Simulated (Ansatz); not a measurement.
Cd$_{4}$SbO (P-43m)

Level of theory: DFT PBE, scalar-relativistic, plane waves, PAW in Ansatz.

Plane waves to 420 eV, a k mesh through Γ of 8×8×8 on the computed 6-atom cell and Gaussian smearing (0.10 eV); no spin polarisation.

The structure is relaxed at this level of theory with its symmetry kept, and needn't be the ground state of this composition.

```
Cd Sb O
1.0
     5.73169    0.00000    0.00000
     0.00000    5.73169    0.00000
     0.00000    0.00000    5.73169
Cd Sb O
4 1 1
Direct
  0.21997 0.21997 0.21997
  0.21997 0.78003 0.78003
  0.78003 0.78003 0.21997
  0.78003 0.21997 0.78003
  0.50000 0.50000 0.50000
  0.00000 0.00000 0.00000
```

| Item | Value |
| --- | --- |
| Space group | P-43m (No. 215) |
| Volume per atom | 31.38 Å³ |
| Formation energy from the elements' standard states (uncorrected) | -0.026 eV/atom |
| Kohn–Sham band gap | none (metal) |
| Density of states at the Fermi level | 5.3 states/eV per cell |
| Bader charge by site (e) | Cd (4 in the cell) 0.32, Sb (1 in the cell) -0.17, O (1 in the cell) -1.12 |

Spin-orbit coupling is left out, which matters for the bands of heavy elements. Spin polarisation was left out, and a magnetic state may lie lower.

Another cell of Cd4SbO relaxed alike, in P4/mmm, lies 30 meV/atom lower, so this cell isn't the stable form at this level.

The cell was found from a structure generator's guess, not taken from experiment.
